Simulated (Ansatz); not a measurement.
Molecular dynamics on a 2×2×2 supercell (16 atoms) of BBi (zincblende), relaxed with r2SCAN. Forces come from r2SCAN in the plane-wave code Ansatz: a Nosé-Hoover thermostat at fixed volume, 2200 K, steps of 2 fs. Spin polarisation is off, nuclei are classical, and the run is far too short for thermal averages. The structure comes from a prototype and may be hypothetical.

```yaml
crystal:
  lattice:
    - [0.0, 5.4897489375, 5.4897489375]
    - [5.4897489375, 0.0, 5.4897489375]
    - [5.4897489375, 5.4897489375, 0.0]
  atoms:
    - { symbol: B, position: [0.0, 0.0, 0.0] }
    - { symbol: Bi, position: [0.125, 0.125, 0.125] }
    - { symbol: B, position: [0.0, 0.0, 0.5] }
    - { symbol: Bi, position: [0.125, 0.125, 0.625] }
    - { symbol: B, position: [0.0, 0.5, 0.0] }
    - { symbol: Bi, position: [0.125, 0.625, 0.125] }
    - { symbol: B, position: [0.0, 0.5, 0.5] }
    - { symbol: Bi, position: [0.125, 0.625, 0.625] }
    - { symbol: B, position: [0.5, 0.0, 0.0] }
    - { symbol: Bi, position: [0.625, 0.125, 0.125] }
    - { symbol: B, position: [0.5, 0.0, 0.5] }
    - { symbol: Bi, position: [0.625, 0.125, 0.625] }
    - { symbol: B, position: [0.5, 0.5, 0.0] }
    - { symbol: Bi, position: [0.625, 0.625, 0.125] }
    - { symbol: B, position: [0.5, 0.5, 0.5] }
    - { symbol: Bi, position: [0.625, 0.625, 0.625] }
kpoints:
  mp_grid: { grid: [2, 2, 2] }
hamiltonian:
  xc: r2scan
scf:
  occupations: { method: fermi_dirac, width: 0.19 }
md:
  ensemble: nvt_nose_hoover
  temperature: 2200
  timestep: 2.0
  n_steps: 20
  initial_velocities: maxwell_boltzmann
  seed: 7703
```

Run as `ansatz run input.yaml --threads 4 --pin off --max-ram 3686MiB --backend cpu --events-out ev --progress --plain --runs-dir out`. Wall time 5.6 min on 4 threads of Arm Neoverse N1, with other jobs on the host; peak host memory 2 GiB.

Question: How do temperature and energy develop?

Answer: The temperature starts at 2200 K, is lowest at step 8 (735 K, 16 fs) and ends at 1293 K. The thermostat hasn't had time to restore it. The atoms start on their lattice sites with kinetic energy alone, so much of it first passes into potential energy. By the last step the atoms have moved 0.17 Å in the root mean square, the drift of the whole cell taken out, 0.26 Å at most.
```
step  t (fs)  T (K)  free energy F from step 0 (meV/atom)  kinetic energy (meV/atom)  largest force (eV/Å)
   0       0   2200                                   0.0                      266.6                  0.00
   1       2   2144                                   6.9                      259.8                  0.68
   2       4   1983                                  26.6                      240.3                  1.37
   3       6   1740                                  56.3                      210.8                  2.05
   4       8   1453                                  91.5                      176.0                  2.67
   5      10   1168                                 126.5                      141.5                  3.21
   6      12    932                                 155.5                      113.0                  3.57
   7      14    782                                 173.9                       94.7                  3.81
   8      16    735                                 179.8                       89.1                  3.88
   9      18    788                                 173.4                       95.4                  3.79
  10      20    918                                 157.7                      111.3                  3.56
  11      22   1095                                 136.4                      132.7                  3.26
  12      24   1286                                 113.6                      155.9                  3.03
  13      26   1462                                  92.8                      177.2                  2.81
  14      28   1601                                  76.8                      194.0                  2.60
  15      30   1689                                  67.0                      204.7                  2.40
  16      32   1719                                  64.3                      208.4                  2.33
  17      34   1691                                  68.9                      204.9                  2.61
  18      36   1606                                  80.3                      194.6                  2.83
  19      38   1470                                  97.8                      178.2                  2.99
  20      40   1293                                 120.4                      156.7                  3.08
```

Positions (Å) and forces (eV/Å) at step 20:
```
B   -0.219  -0.101  -0.053     1.607   0.705   0.234
Bi   1.415   1.314   1.319    -0.696   0.798  -0.604
B    2.911   2.805  -0.036    -0.786  -0.783   0.115
Bi   4.238   4.017   1.491    -1.947   1.232  -1.661
B    2.674   0.157   2.904     0.421  -0.603  -1.651
Bi   4.190   1.428   4.011    -1.606  -0.296   2.617
B    5.426   2.871   2.898     2.366  -0.490  -0.104
Bi   6.954   4.187   4.123    -0.936   0.210   2.022
B   -0.041   2.716   2.718     0.364   0.053  -1.144
Bi   1.220   4.062   4.092     1.301  -0.240   0.808
B    2.862   5.288   2.880    -1.393   0.749  -0.597
Bi   4.136   6.855   3.982    -0.050  -0.391   1.693
B    2.746   2.724   5.588    -0.777  -0.109  -0.796
Bi   4.017   4.148   6.883     0.277   0.200   0.378
B    5.363   5.583   5.637     0.789  -0.062  -0.840
Bi   6.780   6.924   7.007     1.065  -0.973  -0.473
```
